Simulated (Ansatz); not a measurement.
HfO2:
```
HfO2
1.0
    5.54068     0.00000     0.00000
    0.00000     3.31669     0.00000
    0.00000     0.00000     6.46826
Hf O
4 8
Direct
  0.75212   0.25000   0.10898
  0.24788   0.75000   0.89102
  0.74788   0.75000   0.60898
  0.25212   0.25000   0.39102
  0.97752   0.75000   0.34041
  0.02248   0.25000   0.65959
  0.52248   0.25000   0.84041
  0.47752   0.75000   0.15959
  0.86021   0.75000   0.92433
  0.13979   0.25000   0.07567
  0.63979   0.25000   0.42433
  0.36021   0.75000   0.57567
```

Relaxed with r²SCAN. Special points in fractions of this cell's reciprocal vectors: Γ (0.000, 0.000, 0.000); X (0.500, 0.000, 0.000); S (0.500, 0.500, 0.000); Y (0.000, 0.500, 0.000); Z (0.000, 0.000, 0.500); U (0.500, 0.000, 0.500); R (0.500, 0.500, 0.500); T (0.000, 0.500, 0.500).

Problem. List the band energies nearest the valence-band maximum at these points for plane-wave PAW r²SCAN (Ansatz code).

Solution. In eV from the valence-band maximum; about four levels below and three above (degenerate sets whole), none deeper than 8.9 eV; points with the same levels are listed once.

```tsv
k	below	above
Γ	-0.83 -0.31 -0.05 0.00	3.98 4.97 5.04
X	-0.83 -0.83 -0.34 -0.34	4.84 4.84 6.10 6.10
S	-0.72 -0.72 -0.72 -0.72	6.32 6.32 6.32 6.32
Y	-0.83 -0.83 -0.70 -0.70	5.80 5.80 6.60 6.60
Z	-0.57 -0.57 -0.38 -0.38	4.87 4.87 5.60 5.60
U	-0.86 -0.86 -0.43 -0.43	5.65 5.65 5.72 5.72
R	-0.72 -0.72 -0.72 -0.72	6.50 6.50 6.50 6.50
T	-0.94 -0.94 -0.80 -0.80	5.74 5.74 6.86 6.86
```

Space group Pnma. The workflow started from a Materials Project entry (that database holds measured and hypothetical structures alike); the Crystallography Open Database copy checked does not list it. It is not the phase usual at ambient conditions (space group No. 14, 29). The cell was relaxed with r²SCAN under the symmetry of its start; of distortions, only those at the zone centre were tested. No spin polarisation was allowed. Spin–orbit coupling is left out wherever it is not named.

Potentials: the later of the program's two PAW sets.
